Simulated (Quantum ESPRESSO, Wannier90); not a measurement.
# Wannierisation of BaS (rock salt)

```xyz
2
Lattice="0.0000 3.2257 3.2257 3.2257 0.0000 3.2257 3.2257 3.2257 0.0000" Properties=species:S:1:pos:R:3 pbc="T T T"
Ba     0.0000     0.0000     0.0000
S      3.2257     3.2257     3.2257
```

Materials Project entry mp-1500; symmetrised, unrelaxed at this level. COD (Crystallography Open Database) has an entry of this formula and space group (matched by these alone). Computed values, not measurements, from LDA: Quantum ESPRESSO (norm-conserving PseudoDojo potentials, cutoff 46 Ry, no spin polarisation, no spin-orbit coupling) on a Γ-centred 8×8×8 mesh, then Wannier90. Density: 8×8×8 mesh, cold smearing 0.01 Ry. Spin-orbit coupling is left out although heavy elements are present.

A tight-binding model is made by disentanglement and projection with no localisation steps (num_iter = 0), so the 10 orbitals stay atom-like: hydrogen-like Ba: s;d; S: s;p, axes along x, y, z; frozen window up to 3.56 eV relative to the valence-band maximum. It follows pw.x to 5.6 meV rms for states up to 3.1 eV relative to the valence-band maximum. Matrix elements depend on this choice of orbitals and windows.

The 30 largest hoppings ⟨m,0|H|n,R⟩ between different sites (one of each Hermitian pair; signs follow the real orbitals' lobes; the list may end inside a set of equal values):

| m | n | R | distance of the centres (Å) | t (eV) |
|---|---|---|---|---|
| S2 pz | Ba1 dz2 | 0 0 1 | 3.23 | 1.388 |
| S2 pz | Ba1 dz2 | 1 1 0 | 3.23 | -1.388 |
| S2 py | Ba1 dx2-y2 | 0 1 0 | 3.23 | -1.202 |
| S2 px | Ba1 dx2-y2 | 0 1 1 | 3.23 | -1.202 |
| S2 px | Ba1 dx2-y2 | 1 0 0 | 3.23 | 1.202 |
| S2 py | Ba1 dx2-y2 | 1 0 1 | 3.23 | 1.202 |
| S2 pz | Ba1 s | 0 0 1 | 3.23 | 0.982 |
| S2 py | Ba1 s | 0 1 0 | 3.23 | 0.982 |
| S2 px | Ba1 s | 0 1 1 | 3.23 | -0.982 |
| S2 px | Ba1 s | 1 0 0 | 3.23 | 0.982 |
| S2 py | Ba1 s | 1 0 1 | 3.23 | -0.982 |
| S2 pz | Ba1 s | 1 1 0 | 3.23 | -0.982 |
| S2 s | Ba1 dz2 | 0 0 1 | 3.23 | -0.785 |
| S2 s | Ba1 dz2 | 1 1 0 | 3.23 | -0.785 |
| S2 py | Ba1 dz2 | 0 1 0 | 3.23 | -0.694 |
| S2 px | Ba1 dz2 | 0 1 1 | 3.23 | 0.694 |
| S2 px | Ba1 dz2 | 1 0 0 | 3.23 | -0.694 |
| S2 py | Ba1 dz2 | 1 0 1 | 3.23 | 0.694 |
| S2 s | Ba1 dx2-y2 | 0 1 0 | 3.23 | 0.680 |
| S2 s | Ba1 dx2-y2 | 0 1 1 | 3.23 | -0.680 |
| S2 s | Ba1 dx2-y2 | 1 0 0 | 3.23 | -0.680 |
| S2 s | Ba1 dx2-y2 | 1 0 1 | 3.23 | 0.680 |
| Ba1 dxy | Ba1 dxy | 0 0 1 | 4.56 | -0.594 |
| Ba1 dyz | Ba1 dyz | 0 1 -1 | 4.56 | -0.594 |
| Ba1 dxz | Ba1 dxz | 0 1 0 | 4.56 | -0.594 |
| Ba1 dxy | Ba1 dxy | 1 -1 0 | 4.56 | -0.594 |
| Ba1 dxz | Ba1 dxz | 1 0 -1 | 4.56 | -0.594 |
| Ba1 dyz | Ba1 dyz | 1 0 0 | 4.56 | -0.594 |
| S2 px | Ba1 dxz | 0 0 1 | 3.23 | -0.523 |
| S2 py | Ba1 dyz | 0 0 1 | 3.23 | -0.523 |
